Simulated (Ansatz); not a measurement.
Li$_{2}$Se:
```
Li2Se
1.0
    0.00000     2.97239     2.97239
    2.97239     0.00000     2.97239
    2.97239     2.97239     0.00000
Li Se
2 1
Direct
  0.25000   0.25000   0.25000
  0.75000   0.75000   0.75000
  0.00000   0.00000   0.00000
```

DFT-PBEsol in the program Ansatz with PAW potentials gives a gap of 2.82 eV without spin–orbit coupling, maximum at Γ, minimum at X.

Task: What happens when spin–orbit coupling is switched on?

Result: The gap decreases by 0.13 eV, to 2.69 eV; maximum at Γ, minimum at X.

Task: How large is the spin–orbit splitting of the valence top at Γ?

Result: The fourfold level lies 0.39 eV above the split-off pair.

Task: Give the electron effective mass with spin–orbit coupling.

Result: 0.31, 0.31, 0.61 mₑ (principal values).

Task: Give the hole effective mass with spin–orbit coupling, band 1 of 2 at the edge.

Result: 0.76 along [100], 1.4 along [110], 1.8 along [111] (mₑ).

Task: Give the hole effective mass with spin–orbit coupling, band 2 of 2 at the edge.

Result: 0.41 along [100], 0.33 along [110], 0.31 along [111] (mₑ).

Space group Fm-3m (anti-fluorite). The cell was relaxed with PBEsol under the symmetry of its start.

Potentials: the later of the program's two PAW sets.
